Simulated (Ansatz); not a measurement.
BeRh (CsCl type, Pm-3m) under volume change, PBEsol (plane waves, PAW; program Ansatz), scaled uniformly.

```json
[
 {"V (Å³/atom)": "9.490", "E − E(relaxed) (meV/atom)": "…", "P (GPa)": "…"},
 {"V (Å³/atom)": "9.803", "E − E(relaxed) (meV/atom)": "29.9", "P (GPa)": "16.19"},
 {"V (Å³/atom)": "10.116", "E − E(relaxed) (meV/atom)": "7.0", "P (GPa)": "7.43"},
 {"V (Å³/atom)": "10.429", "E − E(relaxed) (meV/atom)": "0.0", "P (GPa)": "0.00"},
 {"V (Å³/atom)": "10.742", "E − E(relaxed) (meV/atom)": "…", "P (GPa)": "…"},
 {"V (Å³/atom)": "11.054", "E − E(relaxed) (meV/atom)": "24.0", "P (GPa)": "-11.66"},
 {"V (Å³/atom)": "11.367", "E − E(relaxed) (meV/atom)": "51.3", "P (GPa)": "-16.19"}
]
```

Problem. Complete the blanks.

Solution. 
- 9.490, E − E(relaxed) (meV/atom): 71.3
- 9.490, P (GPa): 26.52
- 10.742, E − E(relaxed) (meV/atom): 6.3
- 10.742, P (GPa): -6.31

Problem. What does a third-order Birch–Murnaghan fit give for V₀, B₀ and B′?

Solution. V₀ = 10.43 Å³/atom, B₀ = 228 GPa, B′ = 4.5.

A made-up cell: these elements were put on the sites of a structure type; the Crystallography Open Database copy checked does not list it. Its standing as an ambient phase is unchecked. Symmetry was held in the PBEsol relaxation; whether a distortion lowers the energy is not shown. The run is not spin-polarised.

Potentials: the earlier of the program's two PAW sets. The files were generated under PBE; for other functionals the program regenerates the frozen cores, and for LDA and PBEsol the local potential too.
